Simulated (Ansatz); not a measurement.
Cd, DFT, PBEsol, all-electron LAPW, scalar-relativistic (Ansatz 0.2.0), run on 1 thread of Arm Neoverse V2 on a shared host.

The cell is COD entry 9008490, as deposited and not checked against the literature; nothing was relaxed.

Command: `ansatz run input.yaml --threads 1 --pin off --max-ram 3072MiB --backend cpu --events-out ev --progress --plain --runs-dir out`

```yaml
crystal:
  lattice:
    - [2.9788725081, 0.0, 0.0]
    - [-1.489436254, 2.5797792666, 0.0]
    - [0.0, 0.0, 5.61765]
  atoms:
    - { symbol: Cd, position: [0.3333333333, 0.6666666667, 0.25] }
    - { symbol: Cd, position: [0.6666666667, 0.3333333333, 0.75] }
kpoints:
  mp_grid: { grid: [16, 16, 7] }
  band_path:
    path:
      - [0.0, 0.0, 0.0]
      - [0.5, 0.0, 0.0]
      - [0.3333333333, 0.3333333333, 0.0]
      - [0.0, 0.0, 0.0]
      - [0.0, 0.0, 0.5]
      - [0.5, 0.0, 0.5]
      - [0.3333333333, 0.3333333333, 0.5]
      - [0.0, 0.0, 0.5]
      - [0.5, 0.0, 0.5]
    npoints: 14
scf:
  occupations: { method: fermi_dirac, width: 0.05 }
hamiltonian:
  xc: pbesol
  pseudopotentials: { kind: all_electron, lapw: { basis_error: 0.001 } }
output:
  forces: true
  stress: true
  eigenvalues: true
  populations: true
  dos: { projected: true, de: 0.2, e_range: [-14, 8] }
```

Q: How large is the problem that the program sets up?

A: 120 irreducible k-points, 337 plane waves at Γ, 24 bands.

Q: About how long does it take, and how much memory does it use?

A: 34 s of wall time for 8 SCF iterations, with a peak of 0.44 GiB. Times on shared machines scatter by tens of per cent.

Q: And the same cell and mesh by PAW with the default files, asked for forces, stress, eigenvalues, efg, populations, bader, dos, write_density, write_potential, elf and the same band path, on the same hardware?

A: 14 s, peak memory 0.39 GiB.

Q: And the same cell and mesh by all-electron PAW (datasets made for this crystal), asked for forces, stress, eigenvalues, efg and the same band path, on the same hardware?

A: 15 s, peak memory 0.43 GiB.
